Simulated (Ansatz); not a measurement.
The start is a generated cell, ZnCu2SnS4 built in the stannite structure type. The cell and all atomic positions are relaxed at zero pressure with r2SCAN (plane waves to 500 eV, PAW, scalar-relativistic; Ansatz, an electronic-structure program). The first steps use a coarse 6×6×6 k-mesh.

Initial structure:
```
CELL_PARAMETERS angstrom
     -2.70459     2.70459     5.31258
      2.70459    -2.70459     5.31258
      2.70459     2.70459    -5.31258
ATOMIC_POSITIONS crystal
  Cu 0.25000 0.75000 0.50000
  Cu 0.75000 0.25000 0.50000
  Zn 0.00000 0.00000 0.00000
  S  0.37700 0.88700 0.00000
  S  0.11300 0.11300 0.49000
  S  0.62300 0.62300 0.51000
  S  0.88700 0.37700 0.00000
  Sn 0.50000 0.50000 0.00000
```

What is the largest force in the starting geometry, and on which atom (counted from 1)?

0.34 eV/Å, on S4, S5, S6, S7 (atoms numbered as listed).

How do the shortest distances between atoms change?

The closest pairs of elements (up to four, under 3.6 Å), start → end: Cu–S 2.29 → 2.30 Å; S–Zn 2.34 → 2.35 Å; S–Sn 2.40 → 2.44 Å.

What band gap does the relaxed structure have at this level?

0.33 eV, direct at Γ (no spin-orbit coupling).

The space group stays I-42m (No. 121) (the run could not lower it); the end is AFLOW prototype A2BC4D_tI16_121_d_a_i_b (H2_6, as in FeCu2SnS4), with 8 atoms in the primitive cell. Final values are on a 9×9×9 k-mesh of the relaxed cell. No spin polarisation in the result.

The run could not lose the symmetry of its start.

The first start was generated by placing the elements on the sites of a structure type. Materials Project lists a structure of ZnCu2SnS4 in the same space group, I-42m (No. 121); the sites were not compared with it, nor with measured phases. Known forms of ZnCu2SnS4 include space group No. 82.
